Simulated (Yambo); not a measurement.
G0W0@LDA for LiHS (space group Pmc2_1, No. 26) in Yambo. Reference settings: 2×4×1 Γ-centred k mesh, bands 5 to 257 and a 7 Ry block in the screening, 257 bands in G with the Bruneval-Gonze terminator, plasmon pole fitted at 27.2 eV. The LDA gap Γ → Γ on this mesh is 3.23 eV; G0W0 gaps are taken between the same points.

```
change from the reference                                  G0W0 gap Γ → Γ (eV)  shift of the valence edge (eV)
---------------------------------------------------------  -------------------  ------------------------------
reference settings                                                        5.74                           -1.44
138 bands in W, 138 bands in G, 3 Ry block                                5.47                           -1.08
91 bands in W, 91 bands in G, 3 Ry block, no terminator                   5.53                           -0.88
138 bands in W, 138 bands in G, 3 Ry block, no terminator                 5.47                           -1.01
91 bands in W, 91 bands in G, no terminator                                [?]                           -0.93
2 Ry block                                                                 [?]                           -1.03
6 Ry block                                                                5.71                           -1.41
wavefunctions cut at 50 Ry                                                5.74                           -1.44
```

Estimate the withheld gaps from the other rows; the computed values follow.


- 91 bands in W, 91 bands in G, no terminator, G0W0 gap Γ → Γ (eV): 5.66
- 2 Ry block, G0W0 gap Γ → Γ (eV): 5.36

The reference isn't shown to be the converged limit.

Geometry of the Materials Project entry, not relaxed at this level; primitive cell a = 6.101 Å, b = 3.923 Å, c = 7.833 Å, α = 90.00°, β = 90.00°, γ = 90.00°.

A shift is the quasiparticle energy of the state minus its LDA energy.
